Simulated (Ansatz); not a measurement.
Computed with DFT r2SCAN, scalar-relativistic, plane waves, PAW (Ansatz 0.2.0).

Structure of SiO2:

```xyz
18
Lattice="5.2387 0.0000 0.0000 0.0000 7.4331 0.0000 0.0000 0.0000 8.1273" Properties=species:S:1:pos:R:3 pbc="T T T"
Si    1.3097    1.5734    0.8530
Si    3.9290    5.8597    7.2743
Si    3.9290    1.5734    7.2743
Si    1.3097    5.8597    0.8530
Si    1.3097    3.7165    3.1435
Si    3.9290    3.7165    4.9838
O     0.0000    1.9603    0.0000
O     2.6193    5.4728    0.0000
O     0.0000    5.4728    0.0000
O     2.6193    1.9603    0.0000
O     1.3097    0.0000    1.1977
O     3.9290    0.0000    6.9296
O     1.3097    2.3892    2.2320
O     3.9290    5.0439    5.8954
O     3.9290    2.3892    5.8954
O     1.3097    5.0439    2.2320
O     2.6193    3.7165    4.0637
O     0.0000    3.7165    4.0637
```

Settings: cutoff 500 eV, Γ-centred mesh 4×4×4 on the computed 18-atom cell, Gaussian smearing of 0.02 eV; no spin polarisation.

Levels along Γ–X–S–Y–Γ–Z–U–R–T–Z | X–U | Y–T | S–R, in eV from a zero inside the gap, sorted by energy at each point. Points in fractions of the primitive reciprocal vectors: Γ (0.000 0.000 0.000), X (0.500 0.000 0.000), S (0.500 0.500 0.000), Y (0.000 0.500 0.000), Z (0.000 0.000 0.500), U (0.500 0.000 0.500), R (0.500 0.500 0.500), T (0.000 0.500 0.500).
| point | k (1/Å, with 2π) | band 45 | band 46 | band 47 | band 48 | band 49 | band 50 | band 51 |
| --- | --- | --- | --- | --- | --- | --- | --- | --- |
| Γ | 0.000 | -3.66 | -3.54 | -3.41 | -3.08 | 3.08 | 5.62 | 5.82 |
| - | 0.300 | -3.60 | -3.60 | -3.60 | -3.42 | 3.63 | 5.85 | 6.24 |
| X | 0.600 | -3.73 | -3.73 | -3.59 | -3.59 | 4.95 | 4.95 | 6.46 |
| - | 0.811 | -3.71 | -3.71 | -3.46 | -3.46 | 5.12 | 5.12 | 6.13 |
| S | 1.022 | -3.71 | -3.71 | -3.34 | -3.34 | 5.43 | 5.43 | 5.70 |
| - | 1.322 | -3.62 | -3.44 | -3.35 | -3.30 | 4.46 | 4.61 | 6.00 |
| Y | 1.622 | -3.39 | -3.36 | -3.23 | -3.09 | 4.03 | 4.13 | 5.86 |
| - | 1.833 | -3.56 | -3.38 | -3.35 | -3.09 | 3.36 | 5.08 | 5.72 |
| Γ | 2.045 | -3.66 | -3.54 | -3.41 | -3.08 | 3.08 | 5.62 | 5.82 |
| - | 2.238 | -3.69 | -3.51 | -3.21 | -3.15 | 3.30 | 4.83 | 6.22 |
| Z | 2.431 | -3.69 | -3.46 | -3.23 | -3.10 | 3.73 | 4.15 | 6.21 |
| - | 2.731 | -3.85 | -3.67 | -3.45 | -3.36 | 4.24 | 4.53 | 6.31 |
| U | 3.031 | -3.82 | -3.82 | -3.72 | -3.72 | 5.44 | 5.44 | 5.51 |
| - | 3.242 | -3.94 | -3.94 | -3.45 | -3.45 | 5.56 | 5.56 | 5.67 |
| R | 3.454 | -3.96 | -3.96 | -3.31 | -3.31 | 5.71 | 5.71 | 5.98 |
| - | 3.753 | -3.70 | -3.40 | -3.37 | -3.32 | 4.90 | 5.20 | 5.21 |
| T | 4.053 | -3.47 | -3.37 | -3.37 | -3.09 | 4.42 | 4.79 | 4.93 |
| - | 4.265 | -3.56 | -3.50 | -3.26 | -3.10 | 3.97 | 4.33 | 5.64 |
| Z | 4.476 | -3.69 | -3.46 | -3.23 | -3.10 | 3.73 | 4.15 | 6.21 |
| X | 4.476 | -3.73 | -3.73 | -3.59 | -3.59 | 4.95 | 4.95 | 6.46 |
| - | 4.669 | -3.73 | -3.73 | -3.68 | -3.68 | 5.08 | 5.08 | 6.08 |
| U | 4.862 | -3.82 | -3.82 | -3.72 | -3.72 | 5.44 | 5.44 | 5.51 |
| Y | 4.862 | -3.39 | -3.36 | -3.23 | -3.09 | 4.03 | 4.13 | 5.86 |
| - | 5.056 | -3.42 | -3.37 | -3.19 | -3.15 | 4.17 | 4.33 | 5.39 |
| T | 5.249 | -3.47 | -3.37 | -3.37 | -3.09 | 4.42 | 4.79 | 4.93 |
| S | 5.249 | -3.71 | -3.71 | -3.34 | -3.34 | 5.43 | 5.43 | 5.70 |
| - | 5.442 | -3.82 | -3.82 | -3.33 | -3.33 | 5.54 | 5.54 | 5.79 |
| R | 5.636 | -3.96 | -3.96 | -3.31 | -3.31 | 5.71 | 5.71 | 5.98 |

This form isn't the usual stable structure of the compound.

Cost: 1 run of about 9.8 core-minutes, on Intel Xeon Platinum 8175M (Skylake/Cascade Lake) (shared hosts).